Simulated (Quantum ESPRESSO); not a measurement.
An isovalent swap in CsPbCl3: field gradients

Host, cell and atoms relaxed with PBE and no dispersion term (field gradients by PBE PAW (JTH datasets; density from pw.x of a modified build of Quantum ESPRESSO, gradients reconstructed from it by a script), 25 Ha, k-mesh 4×4×4 through Γ):

```tsv
site	site symmetry	Vzz (a.u.)	η_Q	∣C_Q∣ (MHz)
Cs (atom 1)	m-3m	0	–	0 (¹³³Cs)
Pb (atom 2)	m-3m	0	–	–
Cl (atoms 3, 4, 5)	4/mmm	0.893	0.00	17.1 (³⁵Cl)
```

Its cell: a = b = c = 5.7355 Å, α = β = γ = 90.00°.

Changed cell (atom 3 is the new one; 25 Ha, k-mesh 4×4×4 through Γ):

```yaml
crystal:
  lattice:
    - [4.79880, 0.00000, 0.00000]
    - [0.00000, 5.84226, 0.00000]
    - [0.00000, 0.00000, 5.84226]
  atoms:
    - { symbol: Cs, position: [0.00000, 0.00000, 0.00000] }
    - { symbol: Pb, position: [0.50000, 0.50000, 0.50000] }
    - { symbol: F, position: [0.00000, 0.50000, 0.50000] }
    - { symbol: Cl, position: [0.50000, 0.00000, 0.50000] }
    - { symbol: Cl, position: [0.50000, 0.50000, 0.00000] }
```
The cell was made here from a computed Materials Project entry: one of 3 Cl replaced by F, cell and atoms relaxed (PBE without dispersion, pw.x of Quantum ESPRESSO, symmetry kept). The parent is CsPbCl3 in Pm-3m. The swapped cell is a model, not a known phase. Stability against distortions was not tested.

Quadrupole moments taken as inputs (sizes, barn, from the tables of PySCF and pymatgen): ¹³³Cs 0.00343, ³⁵Cl 0.0817.

Principal values are ordered |Vxx| ≤ |Vyy| ≤ |Vzz|, η = (Vxx − Vyy)/Vzz, and C_Q = eQVzz/h is given by its size. Cores are frozen. Against all-electron runs on small test molecules, this scheme's |Vzz| missed by −6 to +4 % (−29 % in KF) on F, −3 to −9 % on Cl. Cs, Pb had no test against all-electron runs. Spin–orbit coupling is left out, a limit on Cs, Pb. Static lattice: thermal averaging is not included.

Problem. What do the sites of the changed cell show?

Solution. 
| site | distance to atom 3 (Å) | Vzz (a.u.) | η_Q | ∣C_Q∣ (MHz) |
|---|---|---|---|---|
| Cs (atom 1) | 4.13 | 0.090 | 0.00 | 0.072 |
| Pb (atom 2) | 2.40 | -0.593 | 0.00 | – |
| F (atom 3) | – | 0.658 | 0.00 | – |
| Cl (atoms 4, 5) | 3.78 | 0.752 | 0.26 | 14.4 |
The swap repeats in every cell, so this is an ordered compound and not a dilute impurity.
